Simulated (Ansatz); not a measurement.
# La4BrCl3O4: what disorder changes

All numbers are calculated (PBEsol, no spin polarisation, no spin-orbit coupling; Ansatz, PAW set soft_2, 420 eV), not measured. The crystal was solved on a k mesh of 6×6×2 points, the disordered cell on 2×2×2.

The crystal, relaxed (space group 99):

```yaml
crystal:
  lattice:
    - [4.08008, 0.00000, 0.00000]
    - [0.00000, 4.08008, 0.00000]
    - [0.00000, 0.00000, 13.97676]
  atoms:
    - { symbol: Br, position: [0.00000, 0.00000, 0.31490] }
    - { symbol: Cl, position: [0.00000, 0.00000, 0.81399] }
    - { symbol: Cl, position: [0.50000, 0.50000, 0.17737] }
    - { symbol: Cl, position: [0.50000, 0.50000, 0.68649] }
    - { symbol: La, position: [0.00000, 0.00000, 0.08154] }
    - { symbol: La, position: [0.00000, 0.00000, 0.59303] }
    - { symbol: La, position: [0.50000, 0.50000, 0.42050] }
    - { symbol: La, position: [0.50000, 0.50000, 0.90945] }
    - { symbol: O, position: [0.50000, 0.00000, 0.99502] }
    - { symbol: O, position: [0.50000, 0.00000, 0.50635] }
    - { symbol: O, position: [0.00000, 0.50000, 0.99502] }
    - { symbol: O, position: [0.00000, 0.50000, 0.50635] }
```

24 atoms were packed at random into a cubic cell of 15 % more volume than the crystal, run there for 480 fs with a thermostat set to 3794 K, cooled for 480 fs (to 560 K at the end) and relaxed with the volume free. That is too short for the atoms to find their places (mean square shift in the hot run: La 0.7, Br 0.3, Cl 1.0, O 3.4 Å²), so the result is one frozen random packing, not an equilibrated glass.

| neighbours | within (Å) | crystal, mean (range) | disordered, mean (range) | mean distance, crystal (Å) | mean distance, disordered (Å) |
| --- | --- | --- | --- | --- | --- |
| O around La | 3.07 | 4.0 | 3.1 (2 to 5) | 2.37 | 2.31 |
| Cl around La | 4.01 | 4.5 (2 to 6) | 3.4 (2 to 5) | 3.27 | 3.17 |
| Br around La | 4.21 | 1.5 (0 to 4) | 1.0 (0 to 2) | 3.35 | 3.32 |

The disordered cell lies 0.27 eV an atom above the crystal and takes 19 % more volume. That lies within a few per cent of the volume it was packed at and isn't the density of an equilibrated glass. Its gap on the mesh is 3.71 eV, against 3.80 eV in the crystal. Bader charges: La 1.96 to 2.04 e, Br -0.72 to -0.71 e, Cl -0.76 to -0.73 e, O -1.29 to -1.25 e.

The disordered cell:

```
La4BrCl3O4 disordered
1.0
     8.2227    0.0000    0.0000
     0.0000    8.2227    0.0000
     0.0000    0.0000    8.2227
Br Cl La O
2 6 8 8
Direct
  0.1365 0.1807 0.6236
  0.2991 0.5532 0.4769
  0.1116 0.9974 0.0568
  0.8531 0.8726 0.3761
  0.7270 0.6112 0.0600
  0.0664 0.6826 0.8256
  0.7184 0.5547 0.6459
  0.5032 0.8953 0.6574
  0.5055 0.8324 0.2844
  0.5243 0.2299 0.1179
  0.4247 0.6151 0.8552
  0.7837 0.9520 0.8803
  0.9378 0.2135 0.2898
  0.9158 0.3598 0.8583
  0.0856 0.6624 0.1892
  0.5336 0.2398 0.5744
  0.6907 0.2963 0.3475
  0.8010 0.1891 0.0433
  0.3374 0.6747 0.1073
  0.7590 0.1654 0.7179
  0.4570 0.3573 0.8583
  0.4312 0.0815 0.3383
  0.0394 0.4126 0.1196
  0.5713 0.9579 0.0474
```

Caveats: relaxed at the zone centre alone, so forces of up to 0.4 eV/Å are left on the mesh used here; the cell was held cubic, which leaves uneven stresses of up to 1.6 GPa; one small cell; the crystal itself isn't shown to be the stable phase.
